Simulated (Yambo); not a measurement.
Yambo run on BP (zinc blende, space group F-43m, No. 216). The wavefunctions come from this Quantum ESPRESSO step (PBE, PseudoDojo standard norm-conserving files, scalar-relativistic):

```
&CONTROL
  calculation = 'nscf'
  pseudo_dir = './pseudo'
  outdir = './out'
/
&SYSTEM
  ibrav = 0
  nat = 2
  ntyp = 2
  ecutwfc = 76.0
  ecutrho = 304.0
  occupations = 'fixed'
  force_symmorphic = .true.
  nbnd = 87
/
&ELECTRONS
  conv_thr = 2e-09
  diago_full_acc = .true.
  diago_thr_init = 1e-08
/
ATOMIC_SPECIES
B 10.8100 B.upf
P 30.9738 P.upf
CELL_PARAMETERS angstrom
  0.000000000000   2.266070000000   2.266070000000
  2.266070000000   0.000000000000   2.266070000000
  2.266070000000   2.266070000000   0.000000000000
ATOMIC_POSITIONS crystal
B   0.000000000000   0.000000000000   0.000000000000
P   0.750000000000   0.750000000000   0.750000000000
K_POINTS automatic
6 6 6 0 0 0
```

Yambo input:

```
rim_cut
gw0
dyson
el_el_corr
HF_and_locXC
ppa
em1d
RandQpts= 1000000
RandGvec= 1 Ry
EXXRLvcs= 76 Ry
VXCRLvcs= 304 Ry
Chimod= "HARTREE"
% BndsRnXp
 1 | 84 |
%
NGsBlkXp= 14 Ry
% LongDrXp
 1.0 | 1.0 | 1.0 |
%
PPAPntXp= 27.2114 eV
% GbndRnge
 1 | 84 |
%
GTermKind= "BG"
DysSolver= "n"
ExtendOut
% QPkrange
 1 | 1 | 4 | 5 |
 4 | 4 | 4 | 5 |
 13 | 13 | 4 | 5 |
%
```

k points by index: 1 = Γ, 4 = L, 13 = X.

The o-*.qp file then holds:

```
#    K-point    Band    Eo [eV]    E [eV]    E-Eo [eV]    Vxc [eV]    Vnlxc [eV]    Sc|Eo [eV]    Sc|E [eV]    dSc/dw|Eo [eV]    Re(Z)    Im(Z)
#
    1    4    0.000000    -0.668171    -0.668171    -13.31214    -14.95506    0.804079    0.974754    -6.950184    0.796548    -0.001169
    1    5    3.413105    3.625094    0.211989    -12.03647    -7.314895    -4.455800    -4.509588    -6.901402    0.797687    -0.001159
    4    4    -1.761742    -2.524268    -0.762526    -13.03198    -15.50705    1.509294    1.712546    -7.252473    0.789561    -0.001226
    4    5    3.801233    3.934997    0.133765    -12.12141    -7.099924    -4.853417    -4.887720    -6.972805    0.796021    -0.001208
    13    4    -4.127104    -4.978269    -0.851165    -12.50872    -15.94099    2.339101    2.581112    -7.736038    0.778636    -0.001303
    13    5    1.340695    1.400297    0.059601    -10.83952    -6.590276    -4.175521    -4.189643    -6.437920    0.808674    -0.001148
```
(The two width columns are left out.) Convergence of these settings isn't established.

Geometry of the Materials Project entry, not relaxed at this level.
